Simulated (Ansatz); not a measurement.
# Trial structures of TiSn₅: starts and ends

Method: DFT PBE, scalar-relativistic, plane waves, PAW (Ansatz 0.2.0). Settings: cutoff 420 eV, Γ-centred meshes spaced at most about 0.3 Å⁻¹, and about 0.25 Å⁻¹ or finer for metals (2π included), Gaussian smearing. Collinear spin in cells that started with moments and kept them past the coarse steps, no spin elsewhere.

Each guess was relaxed in cell and atoms at zero pressure, within the symmetry of its start. All energies are static (0 K, no zero-point motion). Coordination counts all near atoms (those within 1.25 times the shortest distance at each site; a plus sign parts nearer from farther groups; a slash parts the counts of unlike sites).

| guess | made from | start group | V start (Å³/atom) | end group | V end (Å³/atom) | coordination at the end | gap on mesh (eV) | largest moment (μB) | E over the lowest end (meV/atom) |
| --- | --- | --- | --- | --- | --- | --- | --- | --- | --- |
| 1 | random cell | R-3m | 27.9 | R-3m | 26.4 | Ti 2+6, Sn 8 | 0 | 1.1 | 0 |
| 2 | EuAg5 type | P6/mmm | 24.7 | P6/mmm | 29.3 | Ti 6+12, Sn 4+4/12 | 0 | 2.0 | 265 |
| 3 | ZrCu5 type | F-43m | 25.9 | F-43m | 27.3 | Ti 16, Sn 6+6/16 | 0 | 1.8 | 178 |
| 4 | random cell | P4/mmm | 50.8 | ? | ? | ? | ? | ? | ? |

Guess 4 as it starts:

```yaml
crystal:
  lattice:
    - [6.07902, 0.00000, 0.00000]
    - [0.00000, 6.07902, 0.00000]
    - [0.00000, 0.00000, 8.25488]
  atoms:
    - { symbol: Ti, position: [0.50000, 0.50000, 0.00000] }
    - { symbol: Sn, position: [0.50000, 0.00000, 0.00000] }
    - { symbol: Sn, position: [0.00000, 0.50000, 0.00000] }
    - { symbol: Sn, position: [0.50000, 0.50000, 0.17007] }
    - { symbol: Sn, position: [0.50000, 0.50000, 0.82993] }
    - { symbol: Sn, position: [0.50000, 0.50000, 0.50000] }
```

Q: Predict the end of this guess and its energy over the lowest end.

A: It ends in space group P4/mmm (No. 123), with a = 5.301 Å, c = 10.521 Å, 49.3 Å³/atom and no gap, without spin. It lies 0.37 eV/atom over the lowest end, above guess 2 and so the highest of the set. Counting all near atoms, this end has Ti 6, Sn 2 and the lowest (guess 1) has Ti 2+6, Sn 8.

```yaml
crystal:
  lattice:
    - [5.30066, 0.00000, 0.00000]
    - [0.00000, 5.30066, 0.00000]
    - [0.00000, 0.00000, 10.52148]
  atoms:
    - { symbol: Ti, position: [0.50000, 0.50000, 0.00000] }
    - { symbol: Sn, position: [0.50000, 0.00000, 0.00000] }
    - { symbol: Sn, position: [0.00000, 0.50000, 0.00000] }
    - { symbol: Sn, position: [0.50000, 0.50000, 0.24467] }
    - { symbol: Sn, position: [0.50000, 0.50000, 0.75533] }
    - { symbol: Sn, position: [0.50000, 0.50000, 0.50000] }
```

Energies over the elements count from the elements' standard structures at the same level, with no fitted energy shifts. The references include grey tin.

Q: Is the lowest end bound against the elements?

A: No: its formation energy is +0.18 eV/atom. It can't be a ground state, since the elements alone are lower.

The magnetic state reached may not be the lowest. Cells relaxed within their symmetry can be saddle points. A lower structure may well exist outside this small set. Some structure types and database cells were kept out of the candidates from the start, so a known form may be missing.
